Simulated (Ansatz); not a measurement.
# zincblende-structured MoSe

Level of theory: DFT, r²SCAN, scalar-relativistic, collinear spin; plane waves to 500 eV with PAW datasets (Ansatz 0.2.0), Γ-centred 10×10×10 mesh, 0.05 eV Gaussian smearing; PAW files: Ansatz's generated set soft_2.

```
Mo Se
1.0
     0.00000    2.83145    2.83145
     2.83145    0.00000    2.83145
     2.83145    2.83145    0.00000
Mo Se
1 1
Direct
  0.00000 0.00000 0.00000
  0.25000 0.25000 0.25000
```

The structure was built from a prototype; whether the compound forms in it isn't claimed.

Magnetic state: ferromagnetic, site spin moments Mo 0.93 μB.

The cell has space group F-43m (read at 0.01 Å). In it the stress is 0.00, 0.00, 0.00, 0.00, 0.00, 0.00 GPa and the largest force component 0.000 eV/Å. Each change below starts from this cell, without further relaxation. Stress is in GPa, positive in compression, in the order xx, yy, zz, yz, xz, xy; energies are counted from the cell above and are free energies with the smearing's entropy, which match forces and stress in a metal.

Problem. One atom was moved along a Cartesian axis, and these forces appeared. Which atom, and about how far?
```
atom  Fx (eV/Å)     Fy      Fz
 Mo1      0.000  0.000   0.232
 Se2      0.000  0.000  -0.232
```

Solution. Atom 2 (Se) is moved by 0.02 Å along z; the energy changes by 2.3 meV per cell. Moving the other atom the opposite way is the same thing.

Problem. What stress follows from an engineering strain of 3 % in zz, atoms carried along?

Solution. -2.96, -2.96, -3.05, 0.00, 0.00, 0.00 GPa; the energy changes by 12.6 meV per cell. Spin moments: Mo 0.96 μB.
The change of the stress over the strain gives a clamped-atom stiffness of about 102 GPa for this component, a secant value that lies under the elastic constant in tension and over it in compression, by several per cent for each per cent of strain.
In a harmonic crystal the energy would rise by V(½Cε² − σ₀ε), with σ₀ the stress of the unstrained cell, = 13.0 meV, which matches.

Problem. All atoms and the cell are disturbed at random:
```xyz
2
Lattice="-0.0086 2.8314 2.7769 2.8275 -0.0378 2.8061 2.8175 2.8506 -0.0278" Properties=species:S:1:pos:R:3 pbc="T T T"
Mo    0.0108   -0.0592    0.0272
Se    1.3983    1.4703    1.3615
```
Give the energy change, the stress and the forces.

Solution. 117.1 meV per cell; stress 1.58, 0.25, 1.47, 2.10, -6.79, 3.23 GPa. Spin moments: Mo 0.88 μB.
| atom | Fx (eV/Å) | Fy | Fz |
| --- | --- | --- | --- |
| Mo1 | -0.328 | 1.431 | -0.580 |
| Se2 | 0.328 | -1.431 | 0.580 |

The run wasn't fully tested for a lower electronic state. Site moments are of spin, integrated over atomic spheres. The moments were started parallel, and the real magnetic order may be another.
